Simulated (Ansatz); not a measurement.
**Migration of H in TiO₂**

All numbers below come from DFT PBE, scalar-relativistic, plane waves, PAW (Ansatz 0.2.0). Settings: 420 eV cutoff, 3×3×3 k-mesh, Gaussian smearing of 0.02 eV, no spin polarisation.

Host crystal, relaxed:

```cif
data_structure
_symmetry_space_group_name_H-M 'P 1'
_symmetry_Int_Tables_number 1
_cell_length_a 4.6433
_cell_length_b 4.6433
_cell_length_c 2.9639
_cell_angle_alpha 90.000
_cell_angle_beta 90.000
_cell_angle_gamma 90.000
_cell_volume 63.90
loop_
_atom_site_label
_atom_site_type_symbol
_atom_site_fract_x
_atom_site_fract_y
_atom_site_fract_z
_atom_site_occupancy
Ti1 Ti 0.50000 0.50000 0.00000 1
Ti2 Ti 0.00000 0.00000 0.50000 1
O1 O 0.69487 0.69487 0.50000 1
O2 O 0.80513 0.19487 0.00000 1
O3 O 0.19487 0.80513 0.00000 1
O4 O 0.30513 0.30513 0.50000 1
```

In a supercell of 24 host sites with charge +1, interstitial H hops to an equivalent place, moving 0.89 Å between the relaxed ends. Climbing-image nudged elastic band at fixed cell with images 0 (start) to 4 (end), the path measured over all atoms, converged to 0.05 eV/Å; the order of the saddle wasn't checked, and the small cell leaves errors of about a tenth of an eV. Zero-point motion and tunnelling, which matter for H, are left out. At the top the atom squeezes straight between two others, where symmetry can hold a band on a ridge, so a bent path, such as one by way of a neighbouring hole, may have a much lower barrier.

Supercell rows in host cell vectors: 1 -1 0; -1 -1 0; 0 1 -2. H was set at (0.000, 0.500, 0.250) of the host cell.

At the relaxed start H has 1 O at 0.99 Å.

(1) How high is the barrier, and where does the atom pass?

## Answers

(1) 0.41 eV at image 2, where H has 1 O at 1.25 Å, 1 O at 1.26 Å, 4 O at 2.36 Å, 2 Ti at 2.51 Å.

Cost: 1 run of about 56 core-minutes, on AMD EPYC (Zen 3) (shared hosts).